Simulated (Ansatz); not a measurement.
# Phonons of SrO (Fm-3m)

```yaml
crystal:
  lattice:
    - [0.00000, 2.53219, 2.53219]
    - [2.53219, 0.00000, 2.53219]
    - [2.53219, 2.53219, 0.00000]
  atoms:
    - { symbol: Sr, position: [0.50000, 0.50000, 0.50000] }
    - { symbol: O, position: [0.00000, 0.00000, 0.00000] }
```

Unless marked otherwise, the numbers come from LDA, all-electron LAPW in Ansatz 0.2.0, scalar-relativistic. k mesh 8×8×8, fixed occupations, basis error target 0.5 meV/atom. The cell was relaxed by PAW under this functional.

Atoms are displaced by 0.01 Å in the smallest supercells that hold the wave vectors of a 2×2×2 mesh. Negative values stand for unstable modes. The zone centre has no LO-TO term.

Q: What are the phonon energies at the solved wave vectors, in cm⁻¹?

A: 

```tsv
q	point	modes (cm⁻¹)
0.000 0.000 0.000	Gamma	216.2 (×3)
0.500 0.000 0.000	L	111.0 (×2), 234.9, 286.2 (×2), 437.1
0.500 0.500 0.000	X	126.1 (×2), 198.0, 243.2 (×2), 311.3
```

Q: Is the structure dynamically stable at these wave vectors?

A: Yes, no mode is unstable there; wave vectors off this mesh aren't tested.

Q: How do the optical zone-centre modes decompose, and which are active?

A: Point group m-3m: Γ_opt = T1u.

```json
{"label": "T1u", "cm⁻¹": "216.2", "activity": "IR", "mostly": "O (85 %)"}
```

Q: How well do frozen-core PAW files reproduce these all-electron values?

A: With a cutoff of 420 eV and displacements of 0.0025 Å, the r.m.s. difference over the modes is 0.5 cm⁻¹; the largest difference is 242.4 (PAW) against 243.2 cm⁻¹ (LAPW).

Q: The cell is scaled evenly to 31.986 and 32.960 Å³ (from 32.473), with free atoms relaxed and the shape held. What are the mode Grüneisen parameters γ = −d ln ω/d ln V?

A: For the highest mode, 444.8 cm⁻¹ in the small cell and 429.6 in the large one give γ ≈ 1.16. From the change of the dynamical matrix on each mode:

```csv
point,cm⁻¹,γ
Gamma,216.2,2.81
L,111.0,2.23
L,234.9,1.00
L,286.2,2.02
L,437.1,1.16
X,126.1,-0.05
X,198.0,2.00
X,243.2,2.32
X,311.3,0.75
```

Weighted by the modes' heat capacities at 300 K, the mean on this mesh is 1.62; it moves with the q mesh, and a coarse one overweights the zone boundary. Rows under −0.05 (1 here) are modes that soften under compression and pull towards negative thermal expansion.

Q: Linear response on PAW files adds the field. What are the dielectric tensor, the Born charges and the LO shift?

A: ε∞ = (3.88, 3.88, 3.88) along x, y, z with local fields. Born charges (xx, yy, zz): Sr1 (2.47, 2.47, 2.47); O2 (-2.47, -2.47, -2.47). The highest zone-centre mode lies at 215.5 cm⁻¹ without the macroscopic field and at 472.4 cm⁻¹ with it, for q along x. Lyddane-Sachs-Teller then gives ε₀ = ε∞ (ω_LO/ω_TO)² = 18.62. With the ions free to follow the field, the program's ε₀ is (18.62, 18.62, 18.62).

Caveats: the frozen-core PAW files of the compared runs were fitted under PBE, their cores solved anew for this functional; semilocal gaps are low, and ε∞ tends to come out large.
